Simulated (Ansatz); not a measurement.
CsSnI$_{3}$:
```
CELL_PARAMETERS angstrom
      8.68958     0.00000     0.00000
      0.00000     8.68958     0.00000
      0.00000     0.00000     6.28613
ATOMIC_POSITIONS crystal
  Cs 0.00000 0.50000 0.00000
  Cs 0.50000 0.00000 0.00000
  Sn 0.50000 0.50000 0.50000
  Sn 0.00000 0.00000 0.50000
  I  0.79977 0.70023 0.50000
  I  0.20023 0.29977 0.50000
  I  0.29977 0.79977 0.50000
  I  0.70023 0.20023 0.50000
  I  0.50000 0.50000 0.00000
  I  0.00000 0.00000 0.00000
```

Relaxed with r²SCAN.

Question: Give the Bader charges and basin volumes of the independent atoms, r²SCAN in the plane-wave PAW code Ansatz.

Answer: 

| atom | Bader charge (e) | Bader volume (Å³) |
|---|---|---|
| Cs1 | +0.87 | 45.0 |
| Sn3 | +0.97 | 24.7 |
| I5 | -0.61 | 54.4 |
| I9 | -0.62 | 55.6 |

Space group P4/mbm. The workflow started from a Materials Project entry (that database holds measured and hypothetical structures alike); the Crystallography Open Database files this formula in space group No. 127, but the cells were not matched. It is not the phase usual at ambient conditions (space group No. 62). Symmetry was held in the r²SCAN relaxation; its stability against distortions is not shown here. Spin–orbit coupling is left out wherever it is not named.

Potentials: the later of the program's two PAW sets.
